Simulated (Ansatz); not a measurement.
# DyC₂ (CaC2-type structure)

Computed with Ansatz (plane waves, PAW, 420 eV cutoff): PBEsol, scalar-relativistic, collinear spin, 12×12×12 k-mesh, Gaussian smearing of 0.05 eV. The datasets are Ansatz's generated set soft_2.

```
CELL_PARAMETERS angstrom
-1.80869 1.80869 3.07110
1.80869 -1.80869 3.07110
1.80869 1.80869 -3.07110
ATOMIC_POSITIONS crystal
Dy 0.00000 0.00000 0.00000
C 0.39441 0.39441 0.00000
C 0.60559 0.60559 0.00000
```

The cell was built from a prototype; the rare earths' dicarbides are known in this structure.

Magnetic state: ferromagnetic, site spin moments Dy 4.69 μB.

Path: Γ–X–P–N–Γ–M–S | S0–Γ | X–R | G–M, with Γ = (0.000, 0.000, 0.000), X = (0.000, 0.000, 0.500), P = (0.250, 0.250, 0.250), N = (0.000, 0.500, 0.000), M = (0.500, 0.500, -0.500), S = (0.337, 0.663, -0.337), S0 = (-0.337, 0.337, 0.337), R = (-0.173, 0.173, 0.500), G = (0.500, 0.500, -0.173) in reciprocal vectors of the calculation's cell.

Bands as a text map, energy in eV from the Fermi level (dashes), each leg drawn with the same width, + spin up, o spin down, # both:
```
  2.79 |   o     +          o+o +       o            o                       
  2.57 |  o       o        o   o o      +         ++ +  +              o     
  2.36 |   +      +        o+ +o                 o   o                 +     
  2.14 |  +        o       +   + +                   +                 +     
  1.93 |           +      o+   +o o    o         +    o  o                   
  1.71 | o          o           o      +        o     +               o o    
  1.50 |  o              o+     +o+o                  +o +                   
  1.29 |o++         +o  oo+     +   ooo        o+      oo oo          + +    
  1.07 |              ooo        oo+ oo                + o+          o   o   
  0.86 |#o oooooooooo#ooo#oooo   +oo#++ooo   oo+       +ooo#ooooooooooo   o  
  0.64 |oooooooooooooooo#oooooooo#oooo#oooooooooooooooooooooooooooooooooo#ooo
  0.43 |  ooooooooooo  + ooo      #   o# oo   ooooooo   +o  oooooooooooooo   
  0.21 | #           o#ooo        +o #  o  ooo#oooooo    +           #ooooooo
  0.00 |#oooooooooooooooooooooooooo##ooo#oooo#ooooooooooo###oooooooooooooo#oo
 -0.21 | #ooo ooooooo#   ooooooooooo    o#ooooooooooooooooo ooooooo##oooooooo
 -0.43 |              oooooo              +++          o              o    ++
 -0.64 |  #         +o                                            +  o       
 -0.86 |                                                           oo        
 -1.07 |            o                                            +           
 -1.29 |   #       +                                              o          
 -1.50 |           o                                            +o           
 -1.71 |    #     #                     +                                    
 -1.93 |         +   ++++              + +                     +o            
 -2.14 |+    #   o  + oo ++         ++  oo#               ++  +o             
 -2.36 | +    o #  +oo  oo ++++    +  +    ####              +o          ####
 -2.57 | ++   +#+++o      oooo +  +  + #++++++ ##        +  #o          # +++
 -2.79 |+++++++++  ++++++++   o ++++++++++   ++++###     ++++++++     o# ++  
 -3.00 |##+++    +#        ++++#++++##    ++++++++++#+++++##    +++###+++++++
        Γ      X      P      N      Γ      M      SS       ΓX      RG       M
```

Problem. By these bands, is it a metal or an insulator, and if it has a gap, where are the band edges on this path?

Solution. A metal: bands cross the Fermi level.

Without a U the open 4f shell is pinned at the Fermi level, an artefact: in the real crystal it splits into occupied and empty levels away from it, and its large orbital moment is missing here. No spin–orbit coupling, a notable omission for heavy elements. The run wasn't fully tested for a lower electronic state. Site moments are of spin, integrated over atomic spheres. No antiparallel order was tried.

A lower state of the open shells can't be excluded, and forces and pressures are less sure for it.
